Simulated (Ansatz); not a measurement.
# Calculated Fe-57 Mössbauer parameters for FeSi

Cell: an entry of the Crystallography Open Database (COD).

Space group P2_13 (No. 198); a = 4.4670 Å.

| site | Wyckoff | site symmetry | x | y | z |
| --- | --- | --- | --- | --- | --- |
| Fe | 4a | .3. | 0.1340 | 0.1340 | 0.1340 |
| Si | 4a | .3. | 0.8445 | 0.8445 | 0.8445 |

One atom of each set is listed.

The numbers come from a DFT calculation in Ansatz (PBE, plane waves and PAW, scalar-relativistic, collinear spin, 420 eV cutoff, Γ-centred 10×10×10 k-points, Fermi–Dirac smearing 0.05 eV). Start moments as typed (μB): 3 on each Fe, none on the rest.

Isomer shifts (against α-Fe) follow from the electron density at the nucleus, δ = α(ρ − ρ₀), with α = -0.366 mm s⁻¹ a₀³ and ρ₀ = 14904.00 a₀⁻³ from a line fitted to 10 measured compounds at this level of theory (rms miss 0.11 mm/s). ΔE_Q = ½eQV_zz(1 + η²/3)^½ with Q = 0.160 b for the 14.4 keV state.

Task: What would the Fe-57 spectrum's parameters be?

Result: 

```json
{"site": "Fe", "atoms": "4", "first shell": "7 Si at 2.24–2.51 Å, 6 Fe at 2.74 Å", "ρ − ρ₀ (a₀⁻³)": "-0.74", "δ (mm/s)": "0.27", "ΔE_Q (mm/s)": "0.85", "η": "0.00"}
```



The largest force is 0.5 eV/Å, so the atoms aren't at the calculated equilibrium and relaxing them would move these values. With a gap of 0.15 eV under a smearing of 0.05 eV the band edges are partly filled, so small gradients can hang on the smearing and the k-mesh. With these PAW files V_zz is typically within 2 to 3 % of all-electron values, but misses above 10 % occur on Fe. The start moments die out, and the run ends without spin.
